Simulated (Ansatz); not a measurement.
Mo, dhcp: geometry optimisation

All numbers below come from DFT, LDA (PW92), plane waves (420 eV) with PAW, scalar-relativistic in Ansatz 0.2.0. The PAW files were generated under PBE, with cores re-solved for the functional.

k-point mesh 13×13×4, Fermi-Dirac smearing 0.1 eV, no spin polarisation. Cell and atoms relax.

Starting structure:

```yaml
crystal:
  lattice:
    - [2.8039216218, 0.0, 0.0]
    - [-1.4019608109, 2.4282673547, 0.0]
    - [0.0, 0.0, 9.1576080168]
  atoms:
    - { symbol: Mo, position: [0.0, 0.0, 0.0] }
    - { symbol: Mo, position: [0.0, 0.0, 0.5] }
    - { symbol: Mo, position: [0.3333333333, 0.6666666667, 0.25] }
    - { symbol: Mo, position: [0.6666666667, 0.3333333333, 0.75] }
hamiltonian:
  xc: lda
  pseudopotentials:
    kind: paw
    azcp:
      Mo: "pseudopotentials/Mo.paw.azcp"
basis:
  ecutwfc: 420
  fft_grid_basis: typed
kpoints:
  mp_grid: { grid: [13, 13, 4], shift: [0, 0, 0] }
magnetization:
  spin_polarized: false
scf:
  occupations: { method: fermi_dirac, width: 0.1 }
relax:
  max_steps: 60
  f_tol: 0.01
  cell: {}
```

Problem. What cell does the relaxation end in?

Solution. P6_3/mmc with a = 2.734 Å, c = 9.442 Å (c/a = 3.453); 15.28 Å³ per atom against 15.59 at the start (-2.0 %).

Problem. How much energy does the relaxation gain?

Solution. 15.6 meV per atom.

Path of the relaxation (the plane waves are chosen anew near the end, which can shift the energy a little):

| step | E − E(final) (meV/atom) | V (Å³/atom) | P (GPa) | max force (eV/Å) |
| --- | --- | --- | --- | --- |
| 0 | 15.57 | 15.588 | -5.85 | 0.000 |
| 1 | 5.94 | 15.238 | 0.05 | 0.000 |
| 2 | 3.72 | 15.159 | 1.63 | 0.000 |
| 3 | 0.06 | 15.248 | 0.62 | 0.000 |
| 4 | 0.01 | 15.292 | -0.20 | 0.000 |
| 5 | -0.01 | 15.282 | 0.00 | 0.000 |
| 6 | 0.00 | 15.282 | 0.00 | 0.000 |
